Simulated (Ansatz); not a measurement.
## Orbital-resolved density of states of BiTe

```xyz
2
Lattice="0.0000 3.2350 3.2350 3.2350 0.0000 3.2350 3.2350 3.2350 0.0000" Properties=species:S:1:pos:R:3 pbc="T T T"
Bi    0.0000    0.0000    0.0000
Te    3.2350    3.2350    3.2350
```

Atom numbers follow the list: Bi1, Te2.

The cell is COD entry 9008604, as deposited and not checked against the literature; nothing was relaxed.

No spin–orbit coupling, which matters for the heavy atoms here.

All numbers below come from DFT, PBE, all-electron LAPW, scalar-relativistic (Ansatz 0.2.0).

Settings: a Γ-centred 10×10×10 k mesh, Fermi–Dirac smearing of 0.08 eV, basis error target 0.5 meV/atom, no spin polarisation.

States per eV for one atom of each kind, in 0.4 eV bins named by their centres, from the Fermi level, projected on a minimal set of Löwdin-orthogonalised atomic shells; orbitals are real harmonics on the Cartesian axes, equal curves share a column, and empty bins are left out, as is all above 4.4 eV, near the top of the computed bands.

Bi1 6p:

```
# E all pz=px=py
-13.1 0.03 0.01
-12.7 0.06 0.02
-12.3 0.08 0.03
-11.9 0.12 0.04
-11.5 0.15 0.05
-11.1 0.01 0.00
-10.7 0.05 0.02
-10.3 0.04 0.01
-9.9 0.03 0.01
-9.5 0.02 0.01
-9.1 0.01 0.00
-5.5 0.10 0.03
-5.1 0.29 0.10
-4.7 0.43 0.14
-4.3 0.53 0.18
-3.9 0.73 0.24
-3.5 0.70 0.23
-3.1 0.64 0.21
-2.7 0.56 0.19
-2.3 0.41 0.14
-1.9 0.28 0.09
-0.7 0.03 0.01
-0.3 1.19 0.40
0.1 1.31 0.44
0.5 0.90 0.30
0.9 0.77 0.26
1.3 0.73 0.24
1.7 0.75 0.25
2.1 0.87 0.29
2.5 0.76 0.25
2.9 0.61 0.20
3.3 0.60 0.20
3.7 0.41 0.14
4.1 0.20 0.07
```

Te2 5p:

```
# E all pz=px=py
-13.1 0.02 0.01
-12.7 0.03 0.01
-12.3 0.04 0.01
-11.9 0.05 0.02
-11.5 0.03 0.01
-11.1 0.05 0.02
-10.7 0.14 0.05
-10.3 0.07 0.02
-9.9 0.05 0.02
-9.5 0.03 0.01
-9.1 0.01 0.00
-8.7 0.01 0.00
-5.5 0.12 0.04
-5.1 0.34 0.11
-4.7 0.53 0.18
-4.3 0.71 0.24
-3.9 1.06 0.35
-3.5 1.13 0.38
-3.1 1.18 0.39
-2.7 1.30 0.43
-2.3 1.43 0.48
-1.9 1.73 0.58
-1.5 0.07 0.02
-0.3 0.18 0.06
0.1 0.30 0.10
0.5 0.32 0.11
0.9 0.36 0.12
1.3 0.39 0.13
1.7 0.44 0.15
2.1 0.54 0.18
2.5 0.53 0.18
2.9 0.45 0.15
3.3 0.45 0.15
3.7 0.32 0.11
4.1 0.16 0.05
```

Bi1 6s:

```
# E all
-13.5 0.04
-13.1 0.17
-12.7 0.24
-12.3 0.30
-11.9 0.42
-11.5 0.32
-11.1 0.28
-10.7 1.14
-10.3 0.64
-9.9 0.44
-9.5 0.23
-9.1 0.14
-8.7 0.08
-8.3 0.03
-5.1 0.01
-4.7 0.01
-4.3 0.02
-3.9 0.02
-3.5 0.03
-3.1 0.04
-2.7 0.05
-2.3 0.07
-1.9 0.15
-1.5 0.01
-0.3 0.01
0.1 0.02
0.5 0.02
0.9 0.02
1.3 0.01
1.7 0.01
2.1 0.01
2.5 0.01
```

Te2 5s:

```
# E all
-13.5 0.05
-13.1 0.19
-12.7 0.29
-12.3 0.42
-11.9 0.76
-11.5 1.14
-11.1 0.08
-10.7 0.37
-10.3 0.39
-9.9 0.32
-9.5 0.18
-9.1 0.11
-8.7 0.07
-8.3 0.02
-4.7 0.01
-4.3 0.01
-3.9 0.02
-3.5 0.03
-3.1 0.03
-2.7 0.03
-2.3 0.02
-1.9 0.02
-0.7 0.01
-0.3 0.10
0.1 0.09
0.5 0.05
0.9 0.04
1.3 0.03
1.7 0.02
2.1 0.02
2.5 0.01
2.9 0.01
```
